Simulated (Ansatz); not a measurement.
KF$_{2}$:
```yaml
crystal:
  lattice:
    - [4.98104, 0.00000, 0.00000]
    - [0.00000, 4.98104, 0.00000]
    - [0.00000, 0.00000, 4.93441]
  atoms:
    - { symbol: K, position: [0.50000, 0.50000, 0.00000] }
    - { symbol: K, position: [0.00000, 0.00000, 0.50000] }
    - { symbol: F, position: [0.86272, 0.86272, 0.00000] }
    - { symbol: F, position: [0.13728, 0.13728, 0.00000] }
    - { symbol: F, position: [0.63728, 0.36272, 0.50000] }
    - { symbol: F, position: [0.36272, 0.63728, 0.50000] }
```
The run is spin-polarised; directions of the spins, atom by atom: 0 0 ↑ ↑ ↑ ↑.

x, y and z are the axes in which the lattice vectors are written.

Problem. Give the high-frequency dielectric tensor and the Born effective charge tensors of the independent atoms from DFPT, PBEsol in the plane-wave PAW code Ansatz.

Solution. 
ε∞:
```
2.14  0.00  0.00
0.00  2.14  0.00
0.00  0.00  1.76
```
Z* of atom 1 (K), rows: field, columns: displacement, in e:
```
1.09  0.22  0.00
0.22  1.09  0.00
0.00  0.00  1.28
```
Z* of atom 3 (F), rows: field, columns: displacement, in e:
```
-0.55  -0.05   0.00
-0.05  -0.55   0.00
 0.00   0.00  -0.64
```

Static charges for comparison (Bader): K1 +0.90, F3 -0.45 e. Born charges measure polarisation by displacement and can exceed these by far.

Space group P4_2/mnm. The workflow started from a Materials Project entry (that database holds measured and hypothetical structures alike); the Crystallography Open Database copy checked does not list it. Whether it is the stable phase at ambient conditions was not checked. Symmetry was held in the PBEsol relaxation; its stability against distortions is not shown here. Spin order of the final state: ferromagnetic, the only order run, not a proven ground state. No Hubbard U is applied.

Potentials: the later of the program's two PAW sets.
